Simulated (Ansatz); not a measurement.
# TeH2O4, one structure, two calculations

Cell: a computed structure from the Materials Project (it need not be an observed phase), taken as it stands.

```cif
data_TeH2O4
_symmetry_space_group_name_H-M 'P2_1/c'
_symmetry_Int_Tables_number 14
_cell_length_a 5.8950
_cell_length_b 4.8531
_cell_length_c 5.2249
_cell_angle_alpha 90.000
_cell_angle_beta 116.148
_cell_angle_gamma 90.000
loop_
_atom_site_label
_atom_site_type_symbol
_atom_site_symmetry_multiplicity
_atom_site_Wyckoff_symbol
_atom_site_fract_x
_atom_site_fract_y
_atom_site_fract_z
Te Te 2 a 0.0000 0.5000 0.5000
H H 4 e 0.6084 0.2597 0.1980
O7 O 4 e 0.6634 0.3650 0.3760
O11 O 4 e 0.1107 0.1867 0.3585
```

One atom of each set is listed.

First run. Method: Kohn–Sham DFT in Ansatz, PBE, plane waves and PAW, scalar-relativistic, 420 eV cutoff, Γ-centred 4×4×5 k-points, Fermi–Dirac smearing 0.02 eV.

```csv
site,V_zz (10²¹ V/m²),η
Te,-10.38,0.27
H,3.61,0.11
O7,-13.83,0.80
O11,15.04,0.54
```

Second run. The same atoms and settings, except that spin–orbit coupling is included (fully relativistic PAW files).

(1) Given the first result, estimate the second.

Results:

(1) 

```
site    V_zz     η  change of V_zz
  Te  -10.36  0.27           +0.02
   H    3.61  0.11            0.00
  O7  -13.85  0.80           -0.02
 O11   15.07  0.54           +0.03
```

The largest change of V_zz is on O11, from 15.04 to 15.07.

At this cell the PBE pressure is 9 GPa, so with PBE the cell would grow if it were relaxed. The entry's cell may itself be off.
For the first run: The largest force is 0.6 eV/Å, so the atoms aren't at the calculated equilibrium and relaxing them would move these values. A computed database structure should lie near equilibrium, so this entry is doubtful.
For the second run: The largest force is 0.6 eV/Å, so the atoms aren't at the calculated equilibrium and relaxing them would move these values.
